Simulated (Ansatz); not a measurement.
# TeAs: moving Te off its site

TeAs, Fm-3m, a = 5.935 Å (as given, not relaxed at this level: -5.5 GPa). The structure is a Materials Project entry; whether it is the stable form wasn't checked. Ansatz: PBEsol+D3(BJ), PAW, 420 eV, Γ-centred 14×14×14 mesh on 2 atoms, Gaussian smearing 0.15 eV; no spin polarisation.

```yaml
crystal:
  lattice:
    - [0.00000, 2.96767, 2.96767]
    - [2.96767, 0.00000, 2.96767]
    - [2.96767, 2.96767, 0.00000]
  atoms:
    - { symbol: Te, position: [0.50000, 0.50000, 0.50000] }
    - { symbol: As, position: [0.00000, 0.00000, 0.00000] }
```

Atom 1 (Te) moves by x along the unit vector (0.000, 0.000, 1.000), with its periodic images; all else is held. y is the free energy of the cell over the start, F the force along the path summed over the moved atoms. Symmetry makes y even in x.

```tsv
x (Å)	y (meV)	F (eV/Å)
-0.3000	132.4	0.93
-0.1500	31.3	0.43
0.0000	0.0	0.00
0.0375	1.9	-0.10
0.0750	7.7	-0.21
0.1125	17.5	-0.31
0.1875	?	?
0.2250	72.4	-0.67
0.2625	100.1	-0.80
```

Fit y = c2 x² + c4 x⁴ to the energies of the other rows, give the force constant, and predict energy and force of the missing row.

Least squares on the rows shown. y = 1374 x² + 1089 x⁴. The force constant is 2 c2 = 2.75 eV/Å², for the cell as given, at -5.5 GPa (for all images moving together, not for a lone atom). With two atoms in a cubic cell this is the optical mode at Γ (in a metal it hangs on mesh and smearing): ω = 521.5 √(2 c2/μ) = 126 cm⁻¹ for μ = 47.20 u. The force −dy/dx at the missing row is -0.54 eV/Å (computed -0.55). At x = 0.1875 the fit asked for gives 49.7 meV. The run gave 49.6 meV, so the fit is 0.1 meV too high, within the rms miss on the fitted rows (0.1 meV).